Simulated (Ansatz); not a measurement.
An Ansatz (an electronic-structure program) run. Input:

Ansatz 0.2 input:
```yaml
crystal:
  lattice:
    - [3.3053807405, 0.0, 0.0]
    - [0.0, 3.3053807405, 0.0]
    - [0.0, 0.0, 3.3053807405]
  atoms:
    - { symbol: In, position: [0.0, 0.0, 0.0] }
    - { symbol: Pd, position: [0.5, 0.5, 0.5] }
kpoints:
  mp_grid: { grid: [9, 9, 9] }
  band_path:
    path:
      - [[0.0, 0.0, 0.0], [0.0, 0.5, 0.0], [0.5, 0.5, 0.0], [0.0, 0.0, 0.0], [0.5, 0.5, 0.5], [0.0, 0.5, 0.0]]  # Γ-X-M-Γ-R-X
      - [[0.5, 0.5, 0.5], [0.5, 0.5, 0.0]]  # R-M
    npoints: 12
basis: { xc_grid: 2 }
hamiltonian:
  xc: pbe
  pseudopotentials: { kind: paw }
magnetization: { noncollinear: true, spin_orbit: true }
scf:
  n_extra_bands: 13
  convergence: { dr2_threshold: 0.0000000001 }
  occupations: { method: gaussian, width: 0.05 }
output: { eigenvalues: true }
```

Output (shortened):

```
Pseudopotential: In, paw_fr, valence charge 13
Pseudopotential: Pd, paw_fr, valence charge 18
Functional definition: PBE
non-collinear run that drives no moment, with spin-orbit …
Crystal: 2 atoms, lattice volume = 36.113 Å³
Basis set: ecut = 420 eV, 739 PW (Γ), exchange–correlation on 48×48×48 points (8 copies of the dense FFT grid, shifted against one another)
Bands: 44, of which v1, the nominal top of the filled ones, is band 31 counted from 1 (30 counted from 0)
Symmetry: 48 space group operations + 48 with time reversal
k-points: 35 of 729
Projection manifold: j_resolved (fully-relativistic pseudo-atomic orbitals)
SCF iter   1: F=—  HF=-12579.029076 eV  |F-HF|=—  |Δ(HF+E_count)|=         —  Δρ=1.94e-1  dr2=1.96e1  dr2_m=0.00e0 (ungated)  ethr=3.10e-3  |M|=0.00e0 ∫|m|=0.00e0 μB  |m|>n=0.0e0 m-floor=0.0e0 τ_xc=0.0e0  β_m=0.30  ⟨swp⟩=7.7  Hψ=3741  notcnv=0  defer=30
preconditioner: auto → none
SCF iter   2: F=—  HF=-12576.105470 eV  |F-HF|=—  |Δ(HF+E_count)|=    2.92e0  Δρ=6.81e-2  dr2=2.53e0  dr2_m=0.00e0 (ungated)  ethr=3.10e-3  |M|=0.00e0 ∫|m|=0.00e0 μB  |m|>n=0.0e0 m-floor=0.0e0 τ_xc=0.0e0  β_m=0.38  ⟨swp⟩=3.0  Hψ=1609  notcnv=0  defer=242
SCF iter   3: F=—  HF=-12575.641312 eV  |F-HF|=—  |Δ(HF+E_count)|=   4.64e-1  Δρ=2.17e-2  dr2=8.45e-2  dr2_m=0.00e0 (ungated)  ethr=3.10e-3  |M|=0.00e0 ∫|m|=0.00e0 μB  |m|>n=0.0e0 m-floor=0.0e0 τ_xc=0.0e0  β_m=0.67  ⟨swp⟩=2.1  Hψ=1112  notcnv=0  defer=256
SCF iter   4: F=—  HF=-12575.645978 eV  |F-HF|=—  |Δ(HF+E_count)|=   4.67e-3  Δρ=6.25e-3  dr2=2.56e-2  dr2_m=0.00e0 (ungated)  ethr=2.72e-4  |M|=0.00e0 ∫|m|=0.00e0 μB  |m|>n=0.0e0 m-floor=0.0e0 τ_xc=0.0e0  β_m=0.83  ⟨swp⟩=2.1  Hψ=1418  notcnv=0  defer=256
SCF iter   5: F=—  HF=-12575.640331 eV  |F-HF|=—  |Δ(HF+E_count)|=   5.65e-3  Δρ=1.25e-3  dr2=6.22e-4  dr2_m=0.00e0 (ungated)  ethr=8.27e-5  |M|=0.00e0 ∫|m|=0.00e0 μB  |m|>n=0.0e0 m-floor=0.0e0 τ_xc=0.0e0  β_m=0.83  ⟨swp⟩=2.1  Hψ=900  notcnv=0  defer=256
SCF iter   6: F=—  HF=-12575.640240 eV  |F-HF|=—  |Δ(HF+E_count)|=   9.15e-5  Δρ=3.97e-4  dr2=7.72e-5  dr2_m=0.00e0 (ungated)  ethr=2.01e-6  |M|=0.00e0 ∫|m|=0.00e0 μB  |m|>n=0.0e0 m-floor=0.0e0 τ_xc=0.0e0  β_m=0.67  ⟨swp⟩=2.0  Hψ=1033  notcnv=0  defer=256
SCF iter   7: F=—  HF=-12575.640220 eV  |F-HF|=—  |Δ(HF+E_count)|=   1.98e-5  Δρ=7.30e-5  dr2=2.24e-6  dr2_m=0.00e0 (ungated)  ethr=2.49e-7  |M|=0.00e0 ∫|m|=0.00e0 μB  |m|>n=0.0e0 m-floor=0.0e0 τ_xc=0.0e0  β_m=0.81  ⟨swp⟩=2.0  Hψ=903  notcnv=0  defer=256
SCF iter   8: F=—  HF=-12575.640218 eV  |F-HF|=—  |Δ(HF+E_count)|=   1.61e-6  Δρ=1.40e-5  dr2=9.32e-8  dr2_m=0.00e0 (ungated)  ethr=7.24e-9  |M|=0.00e0 ∫|m|=0.00e0 μB  |m|>n=0.0e0 m-floor=0.0e0 τ_xc=0.0e0  β_m=0.76  ⟨swp⟩=2.0  Hψ=843  notcnv=0  defer=256
SCF iter  10: F=-12575.640218 eV  HF=-12575.640218 eV  |F-HF|=0.00e0  |Δ(HF+E_count)|=  6.26e-10  Δρ=9.64e-8  dr2=2.05e-12  dr2_m=0.00e0 (ungated)  ethr=1.00e-12  |M|=0.00e0 ∫|m|=0.00e0 μB  |m|>n=0.0e0 m-floor=0.0e0 τ_xc=0.0e0  ⟨swp⟩=8.5  Hψ=3187  notcnv=0
SCF 1 converged in 10 iterations: F = -12575.640218 eV  dr2 = 2.05e-12
NSCF: frozen V_eff on 74 k-points
SCF converged after 10 iterations
Magnetization: |M| = 0.0000 μB,  M = (+0.0000, +0.0000, +0.0000) μB
Absolute magnetization: 0.0000 μB (∫|m|)
  site 0: m = (+0.0000, +0.0000, +0.0000) μB, |m| = 0.0000 μB  (R = 1.18 Å)
  site 1: m = (+0.0000, +0.0000, +0.0000) μB, |m| = 0.0000 μB  (R = 1.18 Å)
Free energy (F): -12575.640218 eV
Harris-Foulkes:  -12575.640218 eV  (|F-HF|=0.00e0)
Internal energy: -12575.639309 eV  (E = F + TS)
E sigma→0 (E₀):  -12575.639764 eV
Entropy (-TS):   -0.000909 eV (-0.454 meV/atom)
Fermi energy:    16.124580 eV
--- Per-component energies (eV) ---
  E_band       = -162.415953
  E_kinetic    = 759.308182
  E_local      = -2960.461864  (includes V_loc(G=0)·N_el)
  E_nonlocal   = 584.000269
  E_hartree    = 1201.129732
  E_xc         = -384.455228
  E_vxc        = -311.667635  (∫ρ·V_xc dr)
  E_paw        = -7910.806988  (= ΣΔE_a)
  E_vpaw       = -635.854639  (= ΣTr[D̂ρ^β])
  E_aug_tail   = 0.000228  (compensation charges beyond the density's cutoff)
  E_ewald      = -3864.353641
  E_smearing   = -0.000909  (= −TS)
  E_closure    = 0.000000  (closes the sum)
  Σ components = -12575.640218   (vs F -12575.640218, Δ=0.00e0)
  [band-id]    e_kinetic+e_local+e_nonlocal+2·e_hartree+e_vxc+e_vpaw+e_augmentation_tail = -162.415995   (vs E_band -162.415953, Δ=-4.22e-5)
--- Band table (eV; the first three rows and the last of 35) ---
  k-point 0: bands = ["-68.3314", "-68.3314", "-37.1751", "-37.1751", "-32.7088", "-32.7088", "-32.7088", "-32.7088", "0.9028", "0.9028", "0.9028", "0.9028", "1.7491", "1.7491", "1.7491", "1.7491", "1.9447", "1.9447", "6.2917", "6.2917", "12.3905", "12.3905", …
  k-point 1: bands = ["-68.3312", "-68.3312", "-37.1758", "-37.1758", "-32.7112", "-32.7112", "-32.7085", "-32.7085", "0.9055", "0.9055", "0.9207", "0.9207", "1.7505", "1.7505", "1.7577", "1.7577", "1.9381", "1.9381", "6.4830", "6.4830", "12.3927", "12.3927", …
  k-point 2: bands = ["-68.3309", "-68.3309", "-37.1776", "-37.1776", "-32.7172", "-32.7172", "-32.7079", "-32.7079", "0.9121", "0.9121", "0.9598", "0.9598", "1.7527", "1.7527", "1.7857", "1.7857", "1.9233", "1.9233", "7.0531", "7.0531", "12.3946", "12.3946", …
  k-point 34: bands = ["-68.3277", "-68.3277", "-37.1920", "-37.1920", "-32.7339", "-32.7339", "-32.7339", "-32.7339", "0.9719", "0.9719", "0.9751", "0.9751", "1.6828", "1.6828", "1.9934", "1.9934", "1.9953", "1.9953", "11.2326", "11.2326", "11.4706", …
```

Cost: about 25 core-seconds (a rough figure) on shared cores.

Space group Pm-3m (CsCl type). The cell was relaxed with PBE under the symmetry of its start. The run is not spin-polarised.

Potentials: the later of the program's two PAW sets.

Ansatz is a plane-wave DFT program.
